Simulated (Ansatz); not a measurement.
LiC₆ in space group P6/mmm (No. 191; C on 6j, Li on 1b), r²SCAN+D4 (plane waves, PAW; program Ansatz), all energies at zero smearing, with the estimated change up to a 700 eV cutoff added, with one set of potentials and settings (totals compare only within such a set). Cell of 7 atoms (6 C, 1 Li): -1715.746 eV.

```tsv
element	reference phase	E (eV/atom)
C	P6_3/mmc, 4 atoms in the cell	-251.7456
Li	Fm-3m, 1 atoms in the cell	-205.1441
```

Formation energy per atom, worked out: (-1715.746 − 6×(-251.7456) − 1×(-205.1441))/7 = -0.018 eV/atom (-2 kJ per mol of atoms), at 0 K, without zero-point energy or fitted corrections.

A made-up cell: these elements were put on the sites of a structure type; the Crystallography Open Database copy checked does not list it. Its standing as an ambient phase is unchecked. The r²SCAN+D4 relaxation kept the symmetry of its start; its stability against distortions is not shown here. The references are the lowest solids computed at this level, not always the standard phases.

Potentials: the later of the program's two PAW sets.
